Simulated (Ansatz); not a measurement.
Data sheet: In$_{2}$SeS (DFT)

In2SeS:
```cif
data_In2SSe
_chemical_formula_sum 'In2 Se1 S1'
_space_group_name_H-M_alt 'P 1'
_space_group_IT_number 1
_cell_length_a 4.05109
_cell_length_b 4.05109
_cell_length_c 9.58226
_cell_angle_alpha 90.000
_cell_angle_beta 90.000
_cell_angle_gamma 120.000
loop_
_space_group_symop_operation_xyz
  'x, y, z'
loop_
_atom_site_label
_atom_site_type_symbol
_atom_site_fract_x
_atom_site_fract_y
_atom_site_fract_z
_atom_site_occupancy
In1 In 0.00000 0.00000 0.44550 1
In2 In 0.33333 0.66667 0.03455 1
Se1 Se 0.33333 0.66667 0.57337 1
S1 S 0.00000 0.00000 0.19458 1
```

Space group P3m1 (No. 156); conventional cell a = b = 4.051 Å, c = 9.582 Å, α = β = 90.00°, γ = 120.00°.

Method: r²SCAN (plane waves, PAW; program Ansatz). Structure relaxed to zero pressure with the same functional. Other levels are named where they apply.

### Cell and energy

```json
{
 "volume_per_atom": "34.05 Å³",
 "density": "4.15 g/cm³",
 "Formation energy from the elements (no fitted shifts)": "-0.56 eV/atom"
}
```

### Electronic structure

```json
{
  "band_gap": "0.83 eV (indirect)",
  "valence_band_maximum": "at K",
  "conduction_band_minimum": "at A",
  "smallest_direct_gap_on_the_standard_path": "1.73 eV",
  "electron_effective_mass": "0.20, 0.20, 0.32 mₑ (principal values)",
  "hole_effective_mass": "0.76 mₑ (isotropic)",
  "Hole effective mass with spin–orbit coupling": "0.78 mₑ (isotropic)",
  "Gap with spin–orbit coupling": "0.82 eV"
}
```

### Charges

```json
{
 "bader_charges": "In +0.61 to +1.17, Se -0.77, S -1.01 e"
}
```

The start of the workflow was typed in or built on a structure type; neither database checked (COD, Materials Project) lists it. Whether it is the stable phase at ambient conditions was not checked. The cell was relaxed with r²SCAN under the symmetry of its start; its stability against distortions is not shown here. The references are the lowest solids computed at this level, not always the standard phases. Scalar-relativistic: spin–orbit coupling is off unless named, which matters more the heavier the elements.

Potentials: the earlier of the program's two PAW sets. The files were generated under PBE; for other functionals the program regenerates the frozen cores, and for LDA and PBEsol the local potential too.
